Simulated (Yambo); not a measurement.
```
CELL_PARAMETERS angstrom
      3.26252     0.00000     0.00000
     -1.63126     2.82543     0.00000
      0.00000     0.00000     5.11998
ATOMIC_POSITIONS crystal
  O  0.33333 0.66667 0.88496
  O  0.66667 0.33333 0.38813
  Mg 0.33333 0.66667 0.49618
  Zn 0.66667 0.33333 0.00272
```

MgZnO2 (space group P3m1, No. 156): mean Im ε in 1 eV windows above the direct gap of 3.57 eV, for different electron-hole kernels (Yambo, broadening 0.15 eV, norm-conserving PBEsol (Quantum ESPRESSO, 84 Ry, no spin-orbit coupling) bands; 12×12×6 mesh, 5 valence and 2 conduction bands, static screening with 39 bands and a 4 Ry block, scissor 1.81 eV, Tamm-Dancoff; field along x).

```tsv
window (eV)	independent quasiparticles	RPA (no attraction)	BSE
3.6 to 4.6	0.8	0.8	1.9
4.6 to 5.6	1.2	1.1	1.7
5.6 to 6.6	1.3	1.2	1.4
6.6 to 7.6	1.2	1.2	1.9
```

This run doesn't resolve bound excitons or single peaks, so only averages are given, and they too depend on the mesh; weight that the attraction moves below the gap isn't listed. All transitions below 7.78 eV are in the band window. The scissor comes from a G0W0 run whose convergence isn't established.

Geometry relaxed with PBEsol.

The structure is a Materials Project entry; no match was found in the copy of COD used, and its stability was not checked.

With a shallow 3d shell G0W0 needs far more bands and larger blocks than here, so the scissor is uncertain by tenths of an eV or more.
